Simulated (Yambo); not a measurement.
Convergence of the G0W0 gap of SnS$_{2}$

G0W0@PBEsol for SnS$_{2}$ (CdI2 type, space group P-3m1, No. 164) in Yambo. Reference settings: 6×6×2 Γ-centred k mesh, 133 bands and a 8 Ry block in the screening, 133 bands in G with the Bruneval-Gonze terminator, plasmon pole fitted at 27.2 eV. The PBEsol gap (0, 0.167, 0) → L on this mesh is 1.52 eV; G0W0 gaps are taken between the same points.

| change from the reference | G0W0 gap (0, 0.167, 0) → L (eV) | shift of the valence edge (eV) | rough Yambo cost |
|---|---|---|---|
| reference settings | 2.25 | -0.62 | 1 |
| 49 bands in G | 2.26 | -0.57 | – |
| wavefunctions cut at 25 Ry | 2.22 | -0.62 | about 1/3 |
| 49 bands in G, no terminator | 2.26 | -0.12 | – |
| no terminator | 2.25 | -0.52 | – |

The reference isn't shown to be the converged limit. Costs are rough (shared machines), scaled to the same edge states, and given only for runs that recompute the screening.

Spin-orbit splittings are left out.

The standard potential for Sn keeps a d shell in the valence without the s and p states of that shell. In tests on such compounds this moved G0W0 gaps by up to about 0.9 eV, so absolute quasiparticle energies here are unreliable; differences between settings are what counts.

Geometry of the Materials Project entry, not relaxed at this level; primitive cell a = 3.6743 Å, b = 3.6743 Å, c = 6.2288 Å, α = 90.00°, β = 90.00°, γ = 120.00°.

A shift is the quasiparticle energy of the state minus its PBEsol energy.

The distance between layers or molecules is the database entry's, not relaxed here. Functionals without dispersion can leave it too large, which widens gaps and weakens the response across layers: the numbers belong to this cell.
